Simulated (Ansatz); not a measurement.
LaNbN3:
```yaml
crystal:
  lattice:
    - [4.09119, 0.00000, 0.00000]
    - [0.00000, 4.09119, 0.00000]
    - [0.00000, 0.00000, 4.09119]
  atoms:
    - { symbol: La, position: [0.00000, 0.00000, 0.00000] }
    - { symbol: Nb, position: [0.50000, 0.50000, 0.50000] }
    - { symbol: N, position: [0.50000, 0.50000, 0.00000] }
    - { symbol: N, position: [0.50000, 0.00000, 0.50000] }
    - { symbol: N, position: [0.00000, 0.50000, 0.50000] }
```
The run is spin-polarised; directions of the spins, atom by atom: 0 0 0 0 0.

Relaxed with r²SCAN.

Q: Give the Bader charges and basin volumes of the independent atoms, r²SCAN (plane waves, PAW; program Ansatz).

A: 

```json
[
 {"atom": "La1", "Bader charge (e)": "+2.02", "Bader volume (Å³)": "19.1"},
 {"atom": "Nb2", "Bader charge (e)": "+2.53", "Bader volume (Å³)": "9.1"},
 {"atom": "N3", "Bader charge (e)": "-1.52", "Bader volume (Å³)": "13.5"}
]
```

Space group Pm-3m (cubic perovskite). The start of the workflow was typed in or built on a structure type; neither database checked (COD, Materials Project) lists it. Whether it is the stable phase at ambient conditions was not checked. Symmetry was held in the r²SCAN relaxation, as lowered by the spin order; whether a distortion lowers the energy is not shown. Spin order of the final state: ferrimagnetic, the only order run, not a proven ground state. The cell computed holds one magnetic atom, so no antiferromagnetic order was within reach. Other orbital occupations within this spin state were not tried. No Hubbard U is applied. Spin–orbit coupling is left out wherever it is not named.

Potentials: the earlier of the program's two PAW sets. The files were generated under PBE; for other functionals the program regenerates the frozen cores, and for LDA and PBEsol the local potential too.
